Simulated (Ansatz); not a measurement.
SrNiF6:
```yaml
crystal:
  lattice:
    - [3.47060, 2.00375, 2.16041]
    - [-3.47060, 2.00375, 2.16041]
    - [0.00000, -4.00751, 2.16041]
  atoms:
    - { symbol: Sr, position: [0.50000, 0.50000, 0.50000] }
    - { symbol: Ni, position: [0.00000, 0.00000, 0.00000] }
    - { symbol: F, position: [0.71915, 0.71915, 0.06841] }
    - { symbol: F, position: [0.28085, 0.28085, 0.93159] }
    - { symbol: F, position: [0.06841, 0.71915, 0.71915] }
    - { symbol: F, position: [0.93159, 0.28085, 0.28085] }
    - { symbol: F, position: [0.71915, 0.06841, 0.71915] }
    - { symbol: F, position: [0.28085, 0.93159, 0.28085] }
```

Tensor components refer to the Cartesian frame of this cell.

Task: Give the high-frequency dielectric tensor and the Born effective charge tensors of the independent atoms from DFPT, LDA in the plane-wave PAW code Ansatz.

Result: 
ε∞:
```
3.37  0.00  0.00
0.00  3.37  0.00
0.00  0.00  3.86
```
Z* of atom 1 (Sr), rows: field, columns: displacement, in e:
```
2.78  0.00  0.00
0.00  2.78  0.00
0.00  0.00  3.00
```
Z* of atom 2 (Ni), rows: field, columns: displacement, in e:
```
2.25  0.00  0.00
0.00  2.25  0.00
0.00  0.00  2.59
```
Z* of atom 3 (F), rows: field, columns: displacement, in e:
```
-0.33   0.00   0.00
 0.00  -1.35  -0.45
 0.00  -0.62  -0.93
```

Space group R-3m. The first step of the workflow began from a Materials Project structure, measured or hypothetical; the Crystallography Open Database files this formula in space group No. 166, but the cells were not matched. Its standing as an ambient phase is unchecked. Symmetry was held in the LDA relaxation. At this level the phase is dynamically unstable (imaginary phonons). The run is not spin-polarised. No Hubbard U is applied. Scalar-relativistic: spin–orbit coupling is off unless named, which matters more the heavier the elements.

Potentials: the later of the program's two PAW sets.
